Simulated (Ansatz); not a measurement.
## Equation of state of SiO2 and its gap

A database entry relaxed whole under r2SCAN (P4_32_12):

```yaml
crystal:
  lattice:
    - [4.98312, 0.00000, 0.00000]
    - [0.00000, 4.98312, 0.00000]
    - [0.00000, 0.00000, 6.92243]
  atoms:
    - { symbol: Si, position: [0.80206, 0.80206, 0.50000] }
    - { symbol: Si, position: [0.69794, 0.30206, 0.25000] }
    - { symbol: Si, position: [0.19794, 0.19794, 0.00000] }
    - { symbol: Si, position: [0.30206, 0.69794, 0.75000] }
    - { symbol: O, position: [0.26169, 0.39149, 0.81893] }
    - { symbol: O, position: [0.10851, 0.76169, 0.56893] }
    - { symbol: O, position: [0.73831, 0.60851, 0.31893] }
    - { symbol: O, position: [0.89149, 0.23831, 0.06893] }
    - { symbol: O, position: [0.76169, 0.10851, 0.43107] }
    - { symbol: O, position: [0.60851, 0.73831, 0.68107] }
    - { symbol: O, position: [0.23831, 0.89149, 0.93107] }
    - { symbol: O, position: [0.39149, 0.26169, 0.18107] }
```

The cell was scaled uniformly, its shape held, and the atoms relaxed at each volume with plane-wave PAW DFT (Ansatz 0.2.0; r2SCAN, 500 eV, 6×6×4 Γ-centred mesh, fermi-dirac occupations of width 0.020 eV; no spin, no spin-orbit coupling). One row is withheld.

```csv
volume (Å³/atom),energy over the lowest (meV/atom),pressure (GPa),gap over mesh and path (eV)
13.465,2.6,1.06,6.482
13.752,1.1,0.66,6.436
14.038,0.3,0.30,6.391
14.325,0.0,-0.01,6.346
14.611,?,?,?
14.898,1.1,-0.58,6.260
15.184,2.3,-0.80,6.221
```

Question: Fit the pressures of the other rows to the third-order Birch-Murnaghan form.

Answer: With f = [(V₀/V)^(2/3) − 1]/2 and P = 3B₀f(1 + 2f)^(5/2)[1 + 3(B₀′ − 4)f/2], least squares gives V₀ = 14.30 Å³ an atom, B₀ = 15.4 GPa and B₀′ = 4.4; the rows miss the fit by less than 0.01 GPa. The slope of the energies differs from these pressures by less than 0.05 GPa.

Question: How does the gap move with volume?

Answer: A parabola in ln(V/V₀) through the other rows has the slope dE_g/d ln V = -2.2 eV at V₀, so by B₀ the gap moves by +142 meV a GPa at this fixed shape: it widens under pressure.

Question: What does the withheld row hold?

Answer: The fit gives -0.31 GPa at 14.611 Å³; the run gave -0.31 GPa and 0.3 meV an atom. Its gap is 6.303 eV, against 6.303 eV from the parabola.

Caveats: the shape of the cell was held, so B₀ is an upper bound where the axes differ in stiffness; 0 K, fixed nuclei; the symmetry was kept, and this need not be the phase that is stable at 0 K; one mesh for all volumes; r2SCAN gaps lie as a rule under measured ones; the slope of the gap can be off by tens of per cent, more where shallow d levels or spin-orbit coupling act on the edges; the relaxed cell lies far from the entry, by an error of the functional or of the entry; pressure is positive in compression.
